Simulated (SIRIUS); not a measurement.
Input and output of a self-consistent single point for Mo (C2/m, 1 atom in the cell; from Materials Project mp-129, changed as shown) (SIRIUS).

All values come from this method and carry its errors: PBE, GBRV PBE ultrasoft pseudopotentials (plane waves; SIRIUS).

The change in words: lattice vector a scaled by 0.98. Reference geometry (Im-3m):
```yaml
crystal:
  lattice:
    - [-1.58381, 1.58381, 1.58381]
    - [1.58381, -1.58381, 1.58381]
    - [1.58381, 1.58381, -1.58381]
  atoms:
    - { symbol: Mo, position: [0.00000, 0.00000, 0.00000] }
```

Reference input (self-consistent single point, DFT, PBE, plane waves, GBRV PBE ultrasoft pseudopotentials): parameters.ngridk = 10 10 10; parameters.xc_functionals = [XC_GGA_X_PBE, XC_GGA_C_PBE]; parameters.gk_cutoff = 6.325 1/bohr; parameters.pw_cutoff = 14.143 1/bohr; parameters.smearing = gaussian; parameters.smearing_width = 0.00367493 Ha; potentials = GBRV PBE ultrasoft pseudopotentials; parameters.electronic_structure_method = pseudopotential; parameters.num_bands = 11; parameters.num_mag_dims = 0; parameters.num_dft_iter = 100; parameters.energy_tol = 1e-07 Ha. This run's input differs from it in these lines:

```diff
@@ -32,3 +32,3 @@
     "lattice_vectors": [
-      [-2.9929671334, 2.9929671334, 2.9929671334],
+      [-2.9331081687, 2.9331081687, 2.9331081687],
       [2.9929671334, -2.9929671334, 2.9929671334],
```

The program printed (abridged):

```
[find] density tolerance         : 1e-06
[find] total energy tolerance    : 1e-07
[find] iter_solver_tol (initial) : 0.01
[find] iter_solver_tol (target)  : 1e-13
[find] num_dft_iter              : 100
Charges and magnetic moments
--------------------------------------------------------------------------------
total charge          : 14.000000
[find] | SCF iteration   0 out of 100|
[diagonalize] iterative solver tolerance (occupied, empty): 0.01 0.01
[diagonalize] average number of iterations: 2.3227
[find] Charges and magnetic moments
[find] total charge          : 14.000000
[find] Energy
   [... lines left out ...]

[find] Charges and magnetic moments
[find] total charge          : 14.000000
[find] Energy
[find] smearing (-TS)                 :      -0.00019948
[find] Total energy                   :     -69.66856843 (Ha),    -139.33713686 (Ry)
[find] Free energy (E-TS)             :     -69.66876791 (Ha),    -139.33753582 (Ry)
[find] band gap (eV)                  :       0.00000000
[find] Efermi                         :       0.79340707
[find] iteration : 14, RMS (target) : 1.7798e-07 (1.0000e-06) , energy difference (target) : 6.9862e-10 (1.0000e-07)
[find] bands are converged : true
[find] iterative solver converged : false
[find] converged after 15 SCF iterations!
[find] Charges and magnetic moments
[find] total charge          : 14.000000
[find] Energy
[find] smearing (-TS)                 :      -0.00019948
[find] Total energy                   :     -69.66856843 (Ha),    -139.33713686 (Ry)
[find] Free energy (E-TS)             :     -69.66876791 (Ha),    -139.33753582 (Ry)
[find] band gap (eV)                  :       0.00000000
[find] Efermi                         :       0.79340707
[ground_state] === stress tensor components [kbar] ===
[ground_state] === stress_total ===
[ground_state]   -13.105168    9.342846    9.342846
[ground_state]     9.342846  -35.351572  -16.991979
[ground_state]     9.342846  -16.991979  -35.351572
[ground_state] ==== total Forces in Ha/bohr =====
[ground_state] atom:    0, force:       0.0000000      0.0000000      0.0000000
```

The run converged in 15 iterations. SIRIUS prints the stress tensor with tension positive. Against the reference run the free energy goes up by 3.8 meV/atom and the pressure goes from -2.58 to 2.79 GPa.

The structure comes from a collection of computed structures, made at another level of theory; the collection holds predicted forms beside known ones. No clean gap shows at this smearing width and mesh (spacing up to 0.29 Å⁻¹); the mesh is coarse for partly filled bands, so the values carry mesh errors.

Cost on one core: roughly 30 core-seconds.
